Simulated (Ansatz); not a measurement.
**Calculated with Ansatz: RbAg3Se2, vacancy hop by nudged elastic band**

Run with:

```bash
ansatz run input.yaml --threads 4 --pin off --max-ram 8192MiB --backend cpu --events-out ev --progress --plain --runs-dir out
```

input.yaml:

```yaml
crystal:
  lattice:
    - [-2.6e-07, 8.747498, -1.2e-07]
    - [8.26417207, -2.18687425, 3.0e-08]
    - [3.562863, 0.0, -8.032483]
  atoms:
    - { symbol: Ag, position: [0.02180085, 0.11587638, 0.59657812] }
    - { symbol: Ag, position: [0.4718901, 0.88835903, 0.39613637] }
    - { symbol: Se, position: [0.26152077, 0.04069591, 0.77455505] }
    - { symbol: Se, position: [0.23809084, 0.95982029, 0.22211826] }
    - { symbol: Ag, position: [0.2971619, 0.18609129, 0.35561726] }
    - { symbol: Ag, position: [0.20339175, 0.81478255, 0.64358434] }
    - { symbol: Ag, position: [0.34210883, 0.37367083, 0.564922] }
    - { symbol: Ag, position: [0.15835195, 0.6232953, 0.43762382] }
    - { symbol: Se, position: [0.10105023, 0.40104207, 0.30004736] }
    - { symbol: Se, position: [0.39974167, 0.5969559, 0.69927962] }
    - { symbol: Rb, position: [0.07196891, 0.27576747, 0.94704417] }
    - { symbol: Rb, position: [0.43475613, 0.73079291, 0.04607249] }
    - { symbol: Ag, position: [0.52675651, 0.11443186, 0.60043316] }
    - { symbol: Ag, position: [0.96902875, 0.88303899, 0.3995437] }
    - { symbol: Se, position: [0.75907633, 0.03941065, 0.78186756] }
    - { symbol: Se, position: [0.74513485, 0.9612286, 0.21961211] }
    - { symbol: Ag, position: [0.79458973, 0.18349167, 0.35487586] }
    - { symbol: Ag, position: [0.70432745, 0.81528319, 0.64810009] }
    - { symbol: Ag, position: [0.84144418, 0.37693526, 0.56053066] }
    - { symbol: Ag, position: [0.65299052, 0.62476713, 0.44092718] }
    - { symbol: Se, position: [0.59682479, 0.40281294, 0.30174994] }
    - { symbol: Se, position: [0.90103189, 0.6054866, 0.69591531] }
    - { symbol: Rb, position: [0.93451522, 0.72949206, 0.04939947] }
kpoints:
  mp_grid: { grid: [2, 2, 2] }
magnetization:
  spin_polarized: false
scf:
  occupations: { method: fermi_dirac, width: 0.05 }
hamiltonian:
  pseudopotentials: { kind: paw }
  xc: lda
basis:
  ecutwfc: 420
neb:
  images: 3
  relax_end_points: true
  climbing: true
  f_tol: 0.05
  max_iterations: 40
  order_check: false
  final_atoms:
    - { symbol: Ag, position: [0.02180085, 0.11587638, 0.59657812] }
    - { symbol: Ag, position: [0.4718901, 0.88835903, 0.39613637] }
    - { symbol: Se, position: [0.26152077, 0.04069591, 0.77455505] }
    - { symbol: Se, position: [0.23809084, 0.95982029, 0.22211826] }
    - { symbol: Ag, position: [0.2971619, 0.18609129, 0.35561726] }
    - { symbol: Ag, position: [0.20339175, 0.81478255, 0.64358434] }
    - { symbol: Ag, position: [0.34210883, 0.37367083, 0.564922] }
    - { symbol: Ag, position: [0.15835195, 0.6232953, 0.43762382] }
    - { symbol: Se, position: [0.10105023, 0.40104207, 0.30004736] }
    - { symbol: Se, position: [0.39974167, 0.5969559, 0.69927962] }
    - { symbol: Rb, position: [0.56613359, 0.27014639, 0.95758432] }
    - { symbol: Rb, position: [0.43475613, 0.73079291, 0.04607249] }
    - { symbol: Ag, position: [0.52675651, 0.11443186, 0.60043316] }
    - { symbol: Ag, position: [0.96902875, 0.88303899, 0.3995437] }
    - { symbol: Se, position: [0.75907633, 0.03941065, 0.78186756] }
    - { symbol: Se, position: [0.74513485, 0.9612286, 0.21961211] }
    - { symbol: Ag, position: [0.79458973, 0.18349167, 0.35487586] }
    - { symbol: Ag, position: [0.70432745, 0.81528319, 0.64810009] }
    - { symbol: Ag, position: [0.84144418, 0.37693526, 0.56053066] }
    - { symbol: Ag, position: [0.65299052, 0.62476713, 0.44092718] }
    - { symbol: Se, position: [0.59682479, 0.40281294, 0.30174994] }
    - { symbol: Se, position: [0.90103189, 0.6054866, 0.69591531] }
    - { symbol: Rb, position: [0.93451522, 0.72949206, 0.04939947] }
```

Origin of the cell: a database entry, scaled a little.

The cell is 2×1×1 cells of RbAg3Se2 with one Rb taken out; atom 11 (Rb) hops into the empty site, 4.34 Å away before the end points are relaxed. All atoms were shaken by about 0.02 Å first.

Output (shortened):

```
Warning: neb: disabling space-group detection — the band's intermediate images generally break the endpoint symmetry, so no spatial operation reduces the k-mesh or symmetrises the density, ex […]
Pseudopotentials: kind: paw
Pseudopotential: Ag, paw, valence charge 19, recommended cutoff 420 eV (normal), Ag.paw.azcp
Pseudopotential: Se, paw, valence charge 16, recommended cutoff 420 eV (normal), Se.paw.azcp
Pseudopotential: Rb, paw, valence charge 9, recommended cutoff 420 eV (normal), Rb.paw.azcp
Functional definition: SPW92
  exchange = slater_x
  correlation = pw_c
parallel-image band execution: 2 concurrent image workers
NEB image 0
Crystal: 23 atoms, lattice volume = 580.675 Å³
Basis set: ecut = 420 eV, 11347 PW (Γ)
Bands: 230, of which v1, the nominal top of the filled ones, is band 192 counted from 1 (191 counted from 0)
Symmetry: 1 space group operations
[… 10 lines left out …]
Initial density: superposition of atomic densities (neutral atoms: chi_scale 0, normalization atom), corrected by the library's trained network
Functional: x = slater, c = lda
SCF iter   1: F=—  HF=-142082.601769 eV  Δρ=8.80e-3  dr2=3.97e-1  defer=26
SCF iter   2: F=—  HF=-142082.703732 eV  Δρ=1.03e-2  dr2=6.95e-1  defer=240
SCF iter   3: F=—  HF=-142082.497946 eV  Δρ=1.75e-3  dr2=5.08e-2  defer=240
[… 3 lines left out …]
SCF iter   7: F=—  HF=-142082.485166 eV  Δρ=8.79e-6  dr2=7.73e-7  defer=240
SCF iter   8: F=—  HF=-142082.485166 eV  Δρ=3.11e-6  dr2=1.16e-7
SCF iter   9: F=-142082.485166 eV  HF=-142082.485166 eV  Δρ=9.31e-7  dr2=1.11e-8
NEB iter   1: max|band force component| = 1.776e0 eV/Å  barrier→ = 1.4649 eV  barrier← = 1.4646 eV  Δτ_max = 0.1997 Å  (49 SCF iters)
NEB iter   2: max|band force component| = 5.401e-1 eV/Å  barrier→ = 0.8967 eV  barrier← = 0.8965 eV  Δτ_max = 0.1370 Å  (27 SCF iters)
NEB iter   3: max|band force component| = 1.901e-1 eV/Å  barrier→ = 0.7042 eV  barrier← = 0.7039 eV  CI = image 2  Δτ_max = 0.1409 Å  (27 SCF iters)
NEB iter   4: max|band force component| = 1.170e-1 eV/Å  barrier→ = 0.6398 eV  barrier← = 0.6395 eV  CI = image 2  Δτ_max = 0.0932 Å  (27 SCF iters)
NEB iter   5: max|band force component| = 7.072e-2 eV/Å  barrier→ = 0.6168 eV  barrier← = 0.6166 eV  CI = image 2  Δτ_max = 0.1251 Å  (24 SCF iters)
NEB iter   6: max|band force component| = 8.354e-2 eV/Å  barrier→ = 0.6091 eV  barrier← = 0.6089 eV  CI = image 2  Δτ_max = 0.0293 Å  (24 SCF iters)
NEB iter   7: max|band force component| = 3.013e-2 eV/Å  barrier→ = 0.6037 eV  barrier← = 0.6034 eV  CI = image 2  Δτ_max = 0.0605 Å  (24 SCF iters)
NEB iter   8: max|band force component| = 5.240e-2 eV/Å  barrier→ = 0.6001 eV  barrier← = 0.5998 eV  CI = image 2  Δτ_max = 0.0587 Å  (8 SCF iters)
NEB iter   9: max|band force component| = 3.608e-2 eV/Å  barrier→ = 0.5995 eV  barrier← = 0.5993 eV  CI = image 2  Δτ_max = 0.0000 Å  (24 SCF iters)
--- NEB band (5 images, 9 band iterations, 234 SCF iterations, 84 more in tests of the images' electronic states and relaxations of end points) ---
  forward barrier  = 0.599486 eV
  backward barrier = 0.599252 eV
  lagrangian_above_aufbau_ev (what the smearing adds, to first order; not taken off the barriers): saddle image -0.032235 eV, end points -0.029737 and -0.029049 eV
  climbing image's point = of an order that was not read
  energies are F+E_penalty+E_count in eV, relative to image 0
  image     s (Å)  Δ vs image 0  max|band force component| (eV/Å)
      0    0.0000      0.000000                                 —
      1    1.2926      0.253948                          2.063e-2
  *   2    2.5851      0.599486                          3.608e-2
      3    3.9032      0.247352                          2.591e-2
      4    5.2216      0.000234                                 —
```

The converged band:

```tsv
image	path over all atoms (Å)	ΔF (eV)	Rb x	y	z (Å)
0	0.00	0.000	5.61	0.05	-7.63
1	1.29	0.254	5.71	1.04	-7.77
2	2.59	0.599	5.80	2.28	-7.89
3	3.90	0.247	5.68	3.54	-7.78
4	5.22	0.000	5.61	4.43	-7.63
```

Highest image (2), forces in eV/Å:

```xyz
23
Lattice="0.000 8.747 0.000 8.264 -2.187 0.000 3.563 0.000 -8.032" Properties=species:S:1:pos:R:3:forces:R:3 pbc="T T T" image=2
Ag    3.435   -0.166   -4.788   -0.009   -0.012    0.002
Ag    9.032    2.375   -3.058    0.000    0.004    0.000
Se    2.980    2.070   -6.147   -0.001    0.006    0.017
Se    8.395    0.032   -2.139    0.000   -0.003   -0.029
Ag    2.615    2.099   -3.108   -0.007    0.011    0.002
Ag    8.895    0.126   -5.099   -0.016   -0.010    0.000
Ag    5.105    2.346   -4.362   -0.001   -0.006    0.001
Ag    6.313   -0.205   -3.811    0.014    0.000    0.006
Se    4.212    0.114   -2.322   -0.002   -0.016   -0.018
Se    7.501    2.314   -5.304    0.023   -0.006    0.025
Rb    5.804    2.285   -7.886   -0.001    0.001   -0.008
Rb    6.387    2.153   -0.414   -0.005   -0.004    0.003
Ag    2.989    4.336   -4.859   -0.004    0.010   -0.006
Ag    8.968    6.475   -3.247   -0.012    0.003   -0.003
Se    3.046    6.530   -6.289   -0.006   -0.004    0.036
Se    8.849    4.481   -1.588    0.013    0.005   -0.028
Ag    2.871    6.563   -2.874    0.004   -0.002   -0.004
Ag    9.048    4.433   -5.097    0.005    0.005    0.001
Ag    5.112    6.168   -4.656   -0.005    0.003    0.007
Ag    6.849    4.400   -3.291    0.013   -0.008   -0.008
Se    4.361    4.332   -2.496   -0.017    0.017   -0.013
Se    7.479    6.612   -5.499    0.020    0.003    0.018
Rb    6.121    6.575   -0.359   -0.005    0.002   -0.002
```

Barrier of this path: 0.60 eV forwards, 0.60 eV backwards, after 9 band iterations.

Caveats: no moments, though an odd count or open d shells may carry them; the k mesh is coarse if the cell is a metal; a small cell with a neutral vacancy and no spin, whose shape can make like sites unlike; the cell is held at a rescaled volume, and strain moves barriers; the hop was drawn among near neighbours and need not be the easiest path; few images and a loose tolerance, and neither the top nor the ends were tested for their order.

Time: 11 min on 4 threads of Intel(R) Xeon(R) Platinum 8259CL CPU @ 2.50GHz (Skylake/Cascade Lake), on a shared host, peak memory 4.3 GiB, from the program's own first density.
